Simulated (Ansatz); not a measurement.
TiSi₂:
Space group Cmcm (No. 63); a = 3.5463 Å, b = 13.5637 Å, c = 3.5794 Å, α = β = γ = 90.00°

```json
[
 {"atom": "Ti", "site": "4c", "symmetry": "m2m", "x": "0.0000", "y": "0.1031", "z": "0.7500"},
 {"atom": "Si", "site": "4c", "symmetry": "m2m", "x": "0.0000", "y": "0.5592", "z": "0.2500"},
 {"atom": "Si", "site": "4c", "symmetry": "m2m", "x": "0.0000", "y": "0.2497", "z": "0.2500"}
]
```
(The calculation used a cell of 6 atoms; values per cell refer to that cell.)

Relaxed at zero pressure with PBE in the plane-wave PAW code Ansatz.

**Question.** The volume is lowered by 6 % and shape and atoms relax at that volume. What pressure results, and how do the axes share the change?

**Answer.** 8.9 GPa; a -1.6 %, b -3.0 %, c -1.5 %; the energy rises by 23 meV/atom.

**Question.** Give the new structure.

**Answer.** 
Space group Cmcm (No. 63); a = 3.4880 Å, b = 13.1540 Å, c = 3.5274 Å, α = 90.00°, β = 90.00°, γ = 90.00°

```csv
atom,site,symmetry,x,y,z
Ti,4c,m2m,0.0000,0.1018,0.7500
Si,4c,m2m,0.0000,0.5608,0.2500
Si,4c,m2m,0.0000,0.2495,0.2500
```

The phase is kept; no other phase was compared at this pressure.

Symmetry was held in the PBE relaxation; of distortions, only those at the zone centre were tested. The run is not spin-polarised.

Potentials: the later of the program's two PAW sets.
